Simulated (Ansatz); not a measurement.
NiGe2 in space group Cmcm (No. 63; Ge on 4c, Ge on 4c, Ni on 4c), PBE in the plane-wave PAW code Ansatz, all energies at zero smearing, with the estimated change up to a 700 eV cutoff added, with one set of potentials and settings (totals compare only within such a set). Cell of 6 atoms (4 Ge, 2 Ni): -28858.662 eV.

| element | reference phase | E (eV/atom) |
|---|---|---|
| Ge | Fd-3m, 2 atoms in the cell | -4294.9847 |
| Ni | Fm-3m, 1 atoms in the cell, spin-polarised | -5839.7239 |

Formation energy per atom, worked out: (-28858.662 − 4×(-4294.9847) − 2×(-5839.7239))/6 = 0.121 eV/atom (12 kJ per mol of atoms), at 0 K, without zero-point energy or fitted corrections.

A made-up cell: these elements were put on the sites of a structure type; neither database checked (COD, Materials Project) lists it. Whether it is the stable phase at ambient conditions was not checked. The PBE relaxation kept the symmetry of its start; whether a distortion lowers the energy is not shown. The workflow began spin-polarised and lost its moments. The references are the lowest solids computed at this level, not always the standard phases.

Potentials: the later of the program's two PAW sets.
